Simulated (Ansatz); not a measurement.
LiNbO3 (space group R-3)

```yaml
crystal:
  lattice:
    - [2.57282, 1.48542, 4.61934]
    - [-2.57282, 1.48542, 4.61934]
    - [0.00000, -2.97084, 4.61934]
  atoms:
    - { symbol: Li, position: [0.35674, 0.35674, 0.35674] }
    - { symbol: Li, position: [0.64326, 0.64326, 0.64326] }
    - { symbol: Nb, position: [0.14411, 0.14411, 0.14411] }
    - { symbol: Nb, position: [0.85589, 0.85589, 0.85589] }
    - { symbol: O, position: [0.22003, 0.56023, 0.95639] }
    - { symbol: O, position: [0.77997, 0.43977, 0.04361] }
    - { symbol: O, position: [0.56023, 0.95639, 0.22003] }
    - { symbol: O, position: [0.43977, 0.04361, 0.77997] }
    - { symbol: O, position: [0.95639, 0.22003, 0.56023] }
    - { symbol: O, position: [0.04361, 0.77997, 0.43977] }
```

The slice is a (1 -1 0 2) plane (indices of the conventional cell) through the point (0.856, 0.856, 0.856) (fractional), spanned by u = [1 0 -1] and v = [010] in vectors of this cell: u (5.15 Å) and v (5.49 Å, at 90° to u). It covers one period; positions are fractions (u, v).

The numbers are results of LDA (plane waves to 420 eV, PAW, scalar-relativistic; Ansatz, a program for electronic structure), not measurements. k mesh 8×8×8. Near the nuclei the fields are pseudised (PAW); where an atom keeps semicore shells as valence, they peak there. LiNbO3 is run without spin polarisation. LiNbO3 was relaxed with its symmetry unable to fall. This is one of several known forms of LiNbO3; the measured ambient cells at hand have space group No. 161.

Task: Sketch the electrostatic potential energy of an electron, from the cell's mean on this plane as a map.

Result: 
```
|xxxxx   :=*#######**+=:   xxxx|
|xxxxx   -+*##########+-   xxxx|
|xxxx   .-+*#%%%%%%%##*=.   xxx|
|xxx    :=+*#%%%%%%%%##+-    xx|
|      .-+*##%%@@%%%%%#*=:     |
|     :-=+*##%%@@@@%%%%#*=.    |
|   .-=++**##%%%%%%%@@%%*=-.   |
|.:-=+*##*###%%%%%%%%@%#*xxxxx.|
|-+**##%%##########%%%%#xxxxxxx|
|=*#%%%%%%%##**+++**#%#*xxxxxxx|
|x*%%@@@@%%#*+=---=+*##+xxxxxxx|
|=#%@@@@@%#*+-xxxxx-+**+xxxxxxx|
|*#@@@@@%%#+-xxxxxxx-+**xxxxxxx|
|#%@@@@@%#*=xxxxxxxxx=**+xxxxx+|
|%@@@@@@%#+-xxxxxxxxx=+*#*xxx*#|
|@@@@@@@%#+-xxxxxxxxx-*#%%%%%%%|
|@@@@@@@%#*-xxxxxxxxx=*#%@@@@@@|
|@@@@@@@@%*=xxxxxxxxx=*%@@@@@@@|
|@@@@@@@%%#+-xxxxxxx-+#%@@@@@@@|
|@@@@@%%%%#*+-xxxxx-+*%@@@@@@@@|
|%%%%#%%####*+=---=+*#%@@@@@@%%|
|####*+x*#####*++++**##%@@@%%%#|
|+*++=xxx*##%####****+*##%%##**|
|:----xxx+##%%%##*+xxxxx****=--|
|    .xxx+*#%%%##+xxxxxxx==-.  |
|      :=+*#%%%#*xxxxxxxxx.    |
|      .-+*#####+xxxxxxxxx     |
|xxx    :+*####*+xxxxxxxxx   xx|
|xxxx   .=+**#**+xxxxxxxxx  xxx|
|xxxxx   -+*****+=xxxxxxx  xxxx|
|xxxxx   :=+*****+=xxxxx   xxxx|
|xxxxx   :=*******++=::.   xxxx|
```
Scale: ten equal steps from 2.00 (start of ' ') to 10.43 (end of '@'), in the order ' .:-=+*#%@'. Values: electrostatic potential energy of an electron, from the cell's mean, in eV. The map has 30 points along u (one character each, u = 0 at the left) and 32 along v (v = 0 in the bottom row). Points within 0.8 Å of a nucleus are blanked (x), as the pseudised field means little there. Values under 2 eV are set to 2. The zero, the cell's mean, hangs on the PAW cores.
